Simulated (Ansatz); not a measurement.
AgPt$_{3}$:
```
AgPt3
1.0
    3.94018     0.00000     0.00000
    0.00000     3.94018     0.00000
    0.00000     0.00000     3.94018
Ag Pt
1 3
Direct
  0.00000   0.00000   0.00000
  0.00000   0.50000   0.50000
  0.50000   0.00000   0.50000
  0.50000   0.50000   0.00000
```

This is the PBEsol-relaxed structure.

Problem. All from the program Ansatz at the PBEsol level (PAW), unless another level is named. Estimate the formation energy from the elements (no fitted shifts).

Solution. 0.029 eV/atom.

Problem. Next, the density of states at the Fermi level?

Solution. 0.90 states/eV per atom (mean over ±0.08 eV).

Problem. Predict the gap with spin–orbit coupling.

Solution. none (metallic).

Space group Pm-3m (Cu3Au type). The workflow started from an entry of the Crystallography Open Database (COD). Whether it is the stable phase at ambient conditions was not checked. The PBEsol relaxation kept the symmetry of its start; of distortions, only those at the zone centre were tested. No spin polarisation was allowed. The references are the lowest solids computed at this level, not always the standard phases. Spin–orbit coupling is left out wherever it is not named.

Potentials: the later of the program's two PAW sets.
